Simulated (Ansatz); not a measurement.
This is a relaxation of cell and atoms with Ansatz on an ordered 8-atom cell of Ga4SbN3 on the zincblende lattice (R3m); the level of theory is r2SCAN. It starts from the PBE minimum.

```yaml
crystal:
  lattice:
    - [1.6008947138, 0.924276994, 14.2246548299]
    - [-1.6008947138, 0.924276994, 14.2246548299]
    - [0.0, -1.848553988, 14.2246548299]
  atoms:
    - { symbol: "N", position: [0.0223414775, 0.0223414775, 0.0223414775] }
    - { symbol: "N", position: [0.7504103007, 0.7504103007, 0.7504103007] }
    - { symbol: "N", position: [0.4786512453, 0.4786512453, 0.4786512453] }
    - { symbol: Sb, position: [0.2255947312, 0.2255947312, 0.2255947312] }
    - { symbol: Ga, position: [0.7041465298, 0.7041465298, 0.7041465298] }
    - { symbol: Ga, position: [0.4324718327, 0.4324718327, 0.4324718327] }
    - { symbol: Ga, position: [0.1614018737, 0.1614018737, 0.1614018737] }
    - { symbol: Ga, position: [0.9749820092, 0.9749820092, 0.9749820092] }
kpoints:
  mp_grid: { grid: [8, 8, 8] }
hamiltonian:
  xc: r2scan
scf:
  occupations: { method: fermi_dirac, width: 0.02 }
relax:
  f_tol: 0.005
  cell: {}
```

The trajectory has 6 recorded frames, each with positions in Å and forces in eV/Å. The last, and any step after a large change of cell, is solved on a basis re-selected at its cell; pressure is positive in compression.

Step 1: energy 0.0 meV/atom from step 1, largest force component 0.387 eV/Å, pressure -3.99 GPa
```xyz
8
Lattice="1.6009 0.9243 14.2247 -1.6009 0.9243 14.2247 0.0000 -1.8486 14.2247" Properties=species:S:1:pos:R:3:forces:R:3 pbc="T T T"
N     0.0000    0.0000    0.9534    0.0000    0.0000   -0.0251
N     0.0000    0.0000   32.0230    0.0000    0.0000   -0.0058
N     0.0000    0.0000   20.4259    0.0000    0.0000   -0.0045
Sb    0.0000    0.0000    9.6270    0.0000    0.0000   -0.2071
Ga    0.0000    0.0000   30.0487    0.0000    0.0000    0.0228
Ga    0.0000    0.0000   18.4553    0.0000    0.0000    0.0048
Ga    0.0000    0.0000    6.8877    0.0000    0.0000   -0.1716
Ga    0.0000    0.0000   41.6063    0.0000    0.0000    0.3867
```

Step 2: energy -6.3 meV/atom from step 1, largest force component 0.212 eV/Å, pressure -1.08 GPa
```xyz
8
Lattice="1.5876 0.9166 14.4236 -1.5876 0.9166 14.4236 0.0000 -1.8332 14.4236" Properties=species:S:1:pos:R:3:forces:R:3 pbc="T T T"
N     0.0000    0.0000    1.0347    0.0000    0.0000   -0.1001
N     0.0000    0.0000   32.4837    0.0000    0.0000   -0.0829
N     0.0000    0.0000   20.6689    0.0000    0.0000   -0.1010
Sb    0.0000    0.0000    9.6045    0.0000    0.0000    0.1902
Ga    0.0000    0.0000   30.5258    0.0000    0.0000    0.0681
Ga    0.0000    0.0000   18.7142    0.0000    0.0000    0.0852
Ga    0.0000    0.0000    6.9284    0.0000    0.0000   -0.2116
Ga    0.0000    0.0000   42.3049    0.0000    0.0000    0.1523
```

Step 3: energy -7.7 meV/atom from step 1, largest force component 0.060 eV/Å, pressure +0.10 GPa
```xyz
8
Lattice="1.5808 0.9127 14.2662 -1.5808 0.9127 14.2662 0.0000 -1.8254 14.2662" Properties=species:S:1:pos:R:3:forces:R:3 pbc="T T T"
N     0.0000    0.0000    0.9905    0.0000    0.0000   -0.0231
N     0.0000    0.0000   32.1178    0.0000    0.0000   -0.0080
N     0.0000    0.0000   20.4541    0.0000    0.0000    0.0256
Sb    0.0000    0.0000    9.5771    0.0000    0.0000    0.0115
Ga    0.0000    0.0000   30.1692    0.0000    0.0000    0.0066
Ga    0.0000    0.0000   18.5088    0.0000    0.0000    0.0097
Ga    0.0000    0.0000    6.8758    0.0000    0.0000   -0.0601
Ga    0.0000    0.0000   41.8012    0.0000    0.0000    0.0378
```

Step 4: energy -7.8 meV/atom from step 1, largest force component 0.010 eV/Å, pressure 0.00 GPa
```xyz
8
Lattice="1.5825 0.9137 14.2625 -1.5825 0.9137 14.2625 0.0000 -1.8273 14.2625" Properties=species:S:1:pos:R:3:forces:R:3 pbc="T T T"
N     0.0000    0.0000    0.9944    0.0000    0.0000   -0.0095
N     0.0000    0.0000   32.1107    0.0000    0.0000   -0.0053
N     0.0000    0.0000   20.4469    0.0000    0.0000    0.0030
Sb    0.0000    0.0000    9.5718    0.0000    0.0000   -0.0032
Ga    0.0000    0.0000   30.1632    0.0000    0.0000    0.0057
Ga    0.0000    0.0000   18.5028    0.0000    0.0000    0.0005
Ga    0.0000    0.0000    6.8670    0.0000    0.0000    0.0095
Ga    0.0000    0.0000   41.7968    0.0000    0.0000   -0.0007
```

Step 5: energy -7.8 meV/atom from step 1, largest force component 0.005 eV/Å, pressure 0.00 GPa
```xyz
8
Lattice="1.5824 0.9136 14.2603 -1.5824 0.9136 14.2603 0.0000 -1.8271 14.2603" Properties=species:S:1:pos:R:3:forces:R:3 pbc="T T T"
N     0.0000    0.0000    0.9927    0.0000    0.0000   -0.0047
N     0.0000    0.0000   32.1052    0.0000    0.0000   -0.0026
N     0.0000    0.0000   20.4447    0.0000    0.0000    0.0005
Sb    0.0000    0.0000    9.5717    0.0000    0.0000   -0.0005
Ga    0.0000    0.0000   30.1576    0.0000    0.0000    0.0036
Ga    0.0000    0.0000   18.5003    0.0000    0.0000    0.0009
Ga    0.0000    0.0000    6.8676    0.0000    0.0000    0.0006
Ga    0.0000    0.0000   41.7882    0.0000    0.0000    0.0022
```

Step 6: energy -7.7 meV/atom from step 1, largest force component 0.005 eV/Å, pressure 0.00 GPa
```xyz
8
Lattice="1.5824 0.9136 14.2603 -1.5824 0.9136 14.2603 0.0000 -1.8271 14.2603" Properties=species:S:1:pos:R:3:forces:R:3 pbc="T T T"
N     0.0000    0.0000    0.9927    0.0000    0.0000   -0.0048
N     0.0000    0.0000   32.1052    0.0000    0.0000   -0.0027
N     0.0000    0.0000   20.4447    0.0000    0.0000    0.0004
Sb    0.0000    0.0000    9.5717    0.0000    0.0000   -0.0005
Ga    0.0000    0.0000   30.1576    0.0000    0.0000    0.0036
Ga    0.0000    0.0000   18.5003    0.0000    0.0000    0.0009
Ga    0.0000    0.0000    6.8676    0.0000    0.0000    0.0008
Ga    0.0000    0.0000   41.7882    0.0000    0.0000    0.0022
```

The walk took 5 steps, besides SCFs solved again on a fresh basis, and changed the volume by -2.1 %. The last SCF, on a fresh basis, lies 7.7 meV an atom below the first. Final cell: space group R3m (No. 160), trigonal; conventional cell a = 3.165 Å, c = 42.781 Å, 15.46 Å³ an atom. N is surrounded by 4 Ga at 1.94–1.99 Å; N is surrounded by 4 Ga at 1.94–1.95 Å; Sb is surrounded by 1 Ga at 2.70 Å and 6 Sb at 3.16 Å; Ga is surrounded by 4 N at 1.94–1.95 Å; Ga is surrounded by 4 N at 1.94 Å; Ga is surrounded by 3 N at 1.95 Å and 1 Sb at 2.70 Å; Ga is surrounded by 1 N at 1.99 Å.

Command: `ansatz run input.yaml --threads 4 --pin off --max-ram 6451MiB --backend cpu --events-out ev --progress --plain --runs-dir out`.

Task: What wall time did it need on 4 threads of AMD EPYC 9R45 96-Core Processor (Zen 5) (shared host), load about 0.4 per core, and how much host memory at the peak?

Result: About 42 s, with a peak of 0.95 GiB.

Values at 0 K without nuclear motion; spin polarisation is off, and the phase may be a hypothetical one.
